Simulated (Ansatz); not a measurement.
Notes on LiBeBO$_{3}$

```
Li Be B O
1.0
     4.77525   -0.02906   -0.03254
     2.31789    4.20415   -0.05125
     1.83172    1.47716    5.38975
Li Be B O
2 2 2 6
Direct
  0.73924 0.12956 0.16732
  0.26277 0.85610 0.83790
  0.33242 0.74030 0.34676
  0.66171 0.24691 0.64587
  0.06685 0.39871 0.27096
  0.91346 0.60149 0.73211
  0.13212 0.67454 0.21020
  0.87066 0.31317 0.78654
  0.32883 0.09079 0.25456
  0.65882 0.90573 0.74145
  0.25263 0.59074 0.65633
  0.73584 0.42380 0.34720
```

Method: m-r2SCAN, no spin polarisation; PAW, plane waves to 500 eV, 4×5×4 (shifted by 0, 0.5, 0 steps) mesh, fermi-dirac occupations (width 0.1 eV) (Ansatz 0.2.0), atoms fixed.

**Forces.** The largest is on O11: 2.61 eV/Å, components (-2.52, -0.14, 0.66). It makes 9° with the line to a nearest neighbour, B6 at 1.52 Å, pointing towards it.
**Electronic structure.** The gap on the k mesh is 6.54 eV; the mesh may miss the band edges, so the true gap of this level can be smaller.
**Stress.** The pressure is -12.7 GPa (compression positive), so with the atoms held at these fractions the cell would first shrink; the forces are large, so a full relaxation may end otherwise. The principal stresses -20.4, -16.0, -1.6 GPa differ, so its shape would change too.
**Band edges.** Within 0.7 eV of the edges, the states project mainly on O p (97 %) below the gap and on B p (49 %) and O p (20 %) above it.

Origin: a strained cell with displaced atoms, so it need not be a known compound. Caveats: an odd or shifted mesh can miss the band edges, so this level's true gap may be smaller; atoms or cell far from equilibrium; m-r2SCAN is r2SCAN with a changed spin dependence that lowers moments.
